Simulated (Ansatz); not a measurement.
A: Co2Si (Co2Si type, space group Pnma), a = 4.8833 Å, b = 3.7111 Å, c = 7.0417 Å, α = β = γ = 90.00°
B: CdS (wurtzite), a = 4.1962 Å, b = 4.1962 Å, c = 6.8295 Å, α = 90.00°, β = 90.00°, γ = 120.00°
C: TaAs (NbAs type, space group I4_1md), a = 3.463 Å, b = 3.463 Å, c = 11.733 Å, α = 90.00°, β = 90.00°, γ = 90.00°

Scan: energy against volume (even scaling of the relaxed cell, symmetry kept). All come from one method, each on a k mesh of its own. All were relaxed with their symmetry unable to fall. At this level the bands of TaAs touch or barely overlap. Relaxed Co2Si ends ferromagnetic. Spin-orbit coupling is left out. TaAs is run without spin polarisation. The magnetic order is the one the run started from; other orders were not tried. (This holds for the magnetic or f-shell members.)

Rank these by bulk modulus at fixed cell shape (fitted) (lowest first), as PBE (plane waves to 420 eV, PAW, scalar-relativistic; Ansatz, a program for electronic structure) gives it.

B (53.2 GPa), C (177 GPa), A (219 GPa)

(Under strain, the slope of the energy per volume gives the stress and its curvature an elastic modulus.)
